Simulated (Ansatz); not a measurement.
AlPd:
```
AlPd
1.0
    4.86450     0.00000     0.00000
    0.00000     4.86450     0.00000
    0.00000     0.00000     4.86450
Al Pd
4 4
Direct
  0.84456   0.84456   0.84456
  0.65544   0.15544   0.34456
  0.34456   0.65544   0.15544
  0.15544   0.34456   0.65544
  0.14786   0.14786   0.14786
  0.35214   0.85214   0.64786
  0.64786   0.35214   0.85214
  0.85214   0.64786   0.35214
```

Relaxed with r²SCAN. Special points in fractions of this cell's reciprocal vectors: Γ (0.000, 0.000, 0.000); X (0.000, 0.500, 0.000); M (0.500, 0.500, 0.000); R (0.500, 0.500, 0.500); X1 (0.500, 0.000, 0.000).

Q: List the band energies nearest the Fermi level at these points for the program Ansatz at the r²SCAN level (PAW).

A: In eV from the Fermi level; about four levels below and three above (degenerate sets whole), none deeper than 8.9 eV; points with the same levels are listed once.

| k | below | above |
|---|---|---|
| Γ | -1.62 -1.62 -1.62 -0.40 -0.40 -0.40 | 4.30 4.30 4.31 4.31 4.31 |
| X | -1.60 -1.60 -0.53 -0.53 | 1.36 1.36 2.34 2.34 |
| M | -2.62 -2.62 -2.46 -2.46 | 0.44 0.44 1.02 1.02 |
| R | -1.06 -1.06 -1.06 -1.06 | 7.28 7.28 7.28 7.28 |

Space group P2_13. The workflow started from a Materials Project entry (that database holds measured and hypothetical structures alike); the Crystallography Open Database copy checked does not list it. With Al and Pd taken as one species the cell has the higher symmetry Pa-3, so it may be an ordered model of a mixed-site phase. Whether it is the stable phase at ambient conditions was not checked. Symmetry was held in the r²SCAN relaxation; whether a distortion lowers the energy is not shown. The run is not spin-polarised. Scalar-relativistic: spin–orbit coupling is off unless named, which matters more the heavier the elements.

Potentials: the later of the program's two PAW sets.
